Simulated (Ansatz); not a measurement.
CdS (zinc blende, F-43m), PBE in the plane-wave PAW code Ansatz: ε∞ = 6.24, cell volume 52.04 Å³. Infrared-active transverse modes:

```json
[
 {"ω_TO (cm⁻¹)": "216.0", "oscillator strength S_xx (e²/amu)": "0.1996"}
]
```

Q: Compute the static dielectric constant.

A: Each mode adds (4.921e7/V) S/ω²: 4.05. So ε0 = 10.3.

Q: What LO frequency does the Lyddane–Sachs–Teller relation give?

A: ω_LO = ω_TO √(ε0/ε∞) = 277 cm⁻¹.

Symmetry was held in the PBE relaxation; phonons on a q-mesh show no instability. Spin–orbit coupling is left out wherever it is not named.

Potentials: the later of the program's two PAW sets.
